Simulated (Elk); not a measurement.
The cell comes from COD entry 1540807, which wasn't checked; take it as a given geometry.

A run on FePt: DFT, AM05, all-electron APW+lo, Dirac cores, scalar-relativistic bands (Elk 11.2.3 with local patches). The input:

```
tasks
  0
  110
  115
  15

xctype
  30

rgkmax
  8.0

gmaxvr
  16.0

lmaxapw
  10

lmaxo
  7

lmaxi
  3

nrmtscf
  2.0

nempty
  8

epspot
  1e-06

epsengy
  1e-05

maxscl
  120

hmaxvr
  6.0

lradstp
  4

swidth
  0.001

reducebf
  0.5

spinpol
  .true.

tforce
  .true.

sppath
  './'

avec
  5.14318066750 0.00000000000 0.00000000000
  0.00000000000 5.14318066750 0.00000000000
  0.00000000000 0.00000000000 6.99198666112

atoms
  2
  'Fe.in'
  1
  0.500000000000 0.500000000000 0.500000000000   0.000 0.000 -0.500
  'Pt.in'
  1
  0.000000000000 0.000000000000 0.000000000000   0.000 0.000 0.000

ngridk
  11 11 8
```

Sphere radii set in the species files: Pt 2.37, Fe 2.03 bohr.

Messages:

```
Error(init0): requested spin-polarised run with spin-unpolarised
 exchange-correlation functional
```

Problem. Did this run give a result to trust?

Solution. No result was made: Error(init0): requested spin-polarised run with spin-unpolarised exchange-correlation functional.
